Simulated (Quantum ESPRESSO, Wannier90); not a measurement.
**Tight-binding from DFT: SnI4 (P-43m)**

```xyz
5
Lattice="6.3636 0.0000 0.0000 0.0000 6.3636 0.0000 0.0000 0.0000 6.3636" Properties=species:S:1:pos:R:3 pbc="T T T"
Sn     0.0000     0.0000     0.0000
I      1.5513    -1.5513    -1.5513
I     -1.5513    -1.5513     1.5513
I     -1.5513     1.5513    -1.5513
I      1.5513     1.5513     1.5513
```

Materials Project entry mp-571436; symmetrised, unrelaxed at this level. COD (Crystallography Open Database) has the formula in 2 space groups, this one among them (matched by group alone). Method: PBEsol plane waves in Quantum ESPRESSO 7.5 (PseudoDojo norm-conserving files, 58 Ry, no spin polarisation, no spin-orbit coupling), Bloch states on a 4×4×4 mesh through Γ, Wannier90 4.0.1. Density: 6×6×6 mesh, cold smearing 0.01 Ry. Spin-orbit coupling is left out although heavy elements are present.

Bands 6-21 form an isolated set from -12.00 to 0.00 eV relative to the valence-band maximum (on the path) and are turned into 16 Wannier functions by minimising the spread from the start: sp3 on I.

### Question
Where do the functions sit, how wide are they and what are they made of?

### Answer
```tsv
functions	spread (Å²)	nearest atom, distance (Å)	second atom, distance (Å)	weight on atomic waves
12	1.69	I 0.54	Sn 2.79	I 5p 68 %, I 5s 29 %
4	2.00	I 1.10	Sn 1.58	I 5p 52 %, Sn 5p 20 %, Sn 5s 16 %
```

Ω_I = 24.16 Å², Ω_total = 28.29 Å²; the interpolated bands follow pw.x to 0.9 meV rms on the path. It is the lowest total spread that any start reached here.
